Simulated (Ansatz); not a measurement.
Input file for Ansatz (a first-principles code):

Ansatz 0.2 input:
```yaml
crystal:
  lattice:
    - [-1.4332110628, 1.4332110628, 1.3308966144]
    - [1.4332110628, -1.4332110628, 1.3308966144]
    - [1.4332110628, 1.4332110628, -1.3308966144]
  atoms:
    - { symbol: Cu, position: [0.0, 0.0, 0.0] }
kpoints:
  mp_grid: { grid: [36, 36, 36] }
hamiltonian:
  xc: lda
  pseudopotentials: { kind: paw }
scf:
  occupations: { method: fermi_dirac, width: 0.1 }
elastic: { mode: relaxed_ion, stencil: two_point, amplitude: 0.005, f_tol: 0.0005 }
```

Output (shortened):

```
Pseudopotential: Cu, paw, valence charge 19
Functional definition: SPW92
Crystal: 1 atoms, lattice volume = 10.935 Å³
Basis set: ecut = 420 eV, 209 PW (Γ)
Bands: 14, of which v1, the nominal top of the filled ones, is band 10 counted from 1 (9 counted from 0)
Symmetry: 16 space group operations
Space group: I4/mmm (ITA 139), of the structure as read, at distance tolerance 2.2e-5 Å
k-points: 3349 of 46656
SCF 1 converged in 8 iterations: F = -6555.686365 eV  dr2 = 6.83e-16
Crystal: 1 atoms, lattice volume = 10.880 Å³
Symmetry: 8 space group operations
k-points: 6346 of 46656
SCF 2 converged in 7 iterations: F = -6555.686235 eV  dr2 = 3.81e-16
Crystal: 1 atoms, lattice volume = 10.990 Å³
SCF 3 converged in 5 iterations: F = -6555.686207 eV  dr2 = 9.98e-14
Crystal: 1 atoms, lattice volume = 10.880 Å³
SCF 4 converged in 7 iterations: F = -6555.686124 eV  dr2 = 7.75e-16
Crystal: 1 atoms, lattice volume = 10.990 Å³
SCF 5 converged in 6 iterations: F = -6555.686248 eV  dr2 = 1.40e-16
Crystal: 1 atoms, lattice volume = 10.935 Å³
Symmetry: 4 space group operations
k-points: 12008 of 46656
SCF 6 converged in 6 iterations: F = -6555.686270 eV  dr2 = 8.41e-14
Crystal: 1 atoms, lattice volume = 10.935 Å³
SCF 7 converged in 5 iterations: F = -6555.686270 eV  dr2 = 9.59e-15
Crystal: 1 atoms, lattice volume = 10.935 Å³
SCF 8 converged in 7 iterations: F = -6555.686250 eV  dr2 = 4.04e-15
Crystal: 1 atoms, lattice volume = 10.935 Å³
SCF 9 converged in 5 iterations: F = -6555.686250 eV  dr2 = 1.54e-14
SCF converged after 8 iterations
Free energy (F): -6555.686365 eV
Harris-Foulkes:  -6555.686365 eV  (|F-HF|=0.00e0)
Internal energy: -6555.676387 eV  (E = F + TS)
E sigma→0 (E₀):  -6555.681376 eV
Entropy (-TS):   -0.009978 eV (-9.978 meV/atom)
Fermi energy:    18.059574 eV
--- Per-component energies (eV) ---
  E_band       = -335.512045
  E_kinetic    = 301.540819
  E_local      = -3910.533418  (includes V_loc(G=0)·N_el)
  E_nonlocal   = 393.566618
  E_hartree    = 1723.522508
  E_xc         = -89.858830
  E_vxc        = -116.553104  (∫ρ·V_xc dr)
  E_paw        = -1592.478822  (= ΣΔE_a)
  E_vpaw       = -450.578210  (= ΣTr[D̂ρ^β])
  E_aug_tail   = 0.000235  (compensation charges beyond the density's cutoff)
  E_ewald      = -3381.885156
  E_core_change = 0.449660  (= ΣΔE_core)
  E_smearing   = -0.009978  (= −TS)
  E_closure    = 0.000000  (closes the sum)
  Σ components = -6555.686365   (vs F -6555.686365, Δ=0.00e0)
--- Forces (eV/Å), atoms counted from 1 ---
  atom   1  Cu     0.00000000     0.00000000     0.00000000
  max |Σ_I F_I| component: 0.0 eV/Å
--- Stress (GPa, compression-positive) ---
       -0.045175       0.000000       0.000000
        0.000000      -0.045175       0.000000
        0.000000       0.000000       0.176900
  P = ⅓ Tr σ = 0.0289 GPa (0.289 kbar)
--- Band table (eV; the first three rows and the last of 3349) ---
  k-point 0: bands = ["-93.8951", "-51.6293", "-51.6218", "-51.6218", "8.0305", "14.4601", "14.8027", "14.8027", "15.6262", "15.9943", "43.0777", "43.0777", "45.2473", "47.3596"]
  k-point 1: bands = ["-93.8949", "-51.6297", "-51.6230", "-51.6218", "8.0606", "14.4612", "14.7975", "14.8149", "15.6196", "15.9931", "42.5894", "43.0891", "45.1686", "46.8175"]
  k-point 2: bands = ["-93.8944", "-51.6308", "-51.6265", "-51.6216", "8.1505", "14.4642", "14.7822", "14.8513", "15.6007", "15.9894", "41.4563", "43.1093", "44.9559", "46.3083"]
  k-point 3348: bands = ["-93.8552", "-51.7434", "-51.7434", "-51.7287", "12.9018", "12.9724", "16.4502", "16.4502", "16.5335", "25.5344", "25.5344", "28.5248", "31.6262", "32.4046"]
--- Elastic constants: 4 strain directions × 2 members + reference (group order 16) ---
  dense FFT box of the reference and of every strained cell: 18×18×18
  strains applied: 11, 33, 23, 12; error gains …
  C = ∂σ_k/∂η_j (tension-positive GPa; Voigt order 11 22 33 23 13 12):
       169.286    202.357    180.300      0.000      0.000      0.000
       202.357    169.286    180.300      0.000      0.000      0.000
       180.538    180.538    210.239      0.000      0.000      0.000
         0.000      0.000      0.000    112.249      0.000      0.000
         0.000      0.000      0.000      0.000    112.249      0.000
         0.000      0.000      0.000      0.000      0.000    135.855
  reference stress σ⁰ (GPa):      0.045      0.045     -0.177      0.000      0.000      0.000
  moduli (Voigt/Reuss/Hill, GPa): K = 186.13/184.99/185.56   G = 71.11/99.21/85.16   E = 221.58   ν = 0.301
  mechanically stable: NO (min eigenvalue of sym C = -33.07 GPa)
  strain η (Voigt 11):  stress-route row diagonal C_11 = 169.29 GPa, energy-path curvature d²(F+E_count+ΔE)/dδ²/Ω₀ = 169.03 GPa
         δ    σ_11 (GPa)             F (eV)   n_scf  n_hpsi   n_pw
    -5.000e-3      -0.8173       -6555.6862353       7  1614223    228   relax 0 steps, max|allowed force component| 0.00e0 eV/Å
     5.000e-3       0.8756       -6555.6862071       5  1311852    228   relax 0 steps, max|allowed force component| 0.00e0 eV/Å
  strain η (Voigt 33):  stress-route row diagonal C_33 = 210.24 GPa, energy-path curvature d²(F+E_count+ΔE)/dδ²/Ω₀ = 210.04 GPa
         δ    σ_33 (GPa)             F (eV)   n_scf  n_hpsi   n_pw
    -5.000e-3      -1.2509       -6555.6861239       7  853004    228   relax 0 steps, max|allowed force component| 0.00e0 eV/Å
     5.000e-3       0.8515       -6555.6862485       6  700128    228   relax 0 steps, max|allowed force component| 0.00e0 eV/Å
  strain η (Voigt 23):  stress-route row diagonal C_44 = 112.25 GPa, energy-path curvature d²(F+E_count+ΔE)/dδ²/Ω₀ = 111.99 GPa
         δ    σ_23 (GPa)             F (eV)   n_scf  n_hpsi   n_pw
    -5.000e-3      -0.5612       -6555.6862699       6  2948140    228   relax 0 steps, max|allowed force component| 0.00e0 eV/Å
     5.000e-3       0.5612       -6555.6862699       5  2364643    228   relax 0 steps, max|allowed force component| 0.00e0 eV/Å
  strain η (Voigt 12):  stress-route row diagonal C_66 = 135.86 GPa, energy-path curvature d²(F+E_count+ΔE)/dδ²/Ω₀ = 135.52 GPa
         δ    σ_12 (GPa)             F (eV)   n_scf  n_hpsi   n_pw
    -5.000e-3      -0.6793       -6555.6862502       7  1613203    228   relax 0 steps, max|allowed force component| 0.00e0 eV/Å
     5.000e-3       0.6793       -6555.6862502       5  1243214    228   relax 0 steps, max|allowed force component| 0.00e0 eV/Å
```

Cost: around 10 core-minutes (rough) on shared cores.

The workflow started from a Materials Project entry (that database holds measured and hypothetical structures alike); the Crystallography Open Database copy checked does not list it. It is not the phase usual at ambient conditions (space group No. 225). Symmetry was held in the LDA relaxation. At this level the phase is mechanically unstable. The run is not spin-polarised. As this level gives no gap, shear constants depend on the k-mesh and smearing (Fermi–Dirac, 0.1 eV here). Axis ratios of metals converge slowly with the k-mesh, so a and c are less sure than the volume.

Potentials: the later of the program's two PAW sets.

Ansatz is a plane-wave DFT program.
